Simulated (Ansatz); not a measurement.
W₂N (anti-CdI2 type, P-3m1) at seven volumes, PBEsol (plane waves, PAW; program Ansatz), shape and atoms relaxed at each. One row is withheld.

```csv
V (Å³/atom),P (GPa)
10.935,41.25
11.296,25.20
11.656,11.57
12.017,0.00
12.377,-9.80
12.738,-18.07
13.098,?
```

Problem. Fit the shown pressures and predict the withheld one.

Solution. P = (3/2)B₀(x^(7/2) − x^(5/2))[1 + (3/4)(B′ − 4)(x − 1)] with x = (V₀/V)^(2/3). Least squares on the six rows gives V₀ = 12.017 Å³/atom, B₀ = 354 GPa, B′ = 4.47. At V = 13.098, x = 0.9442 and P = -25.17 GPa. The run itself gave -25.03 GPa.

The cell is a constructed one: a structure type filled with these elements; neither database checked (COD, Materials Project) lists it. Whether it is the stable phase at ambient conditions was not checked. The PBEsol relaxation kept the symmetry of its start; of distortions, only those at the zone centre were tested. No spin polarisation was allowed. Scalar-relativistic: spin–orbit coupling is off unless named, which matters more the heavier the elements.

Potentials: the later of the program's two PAW sets.
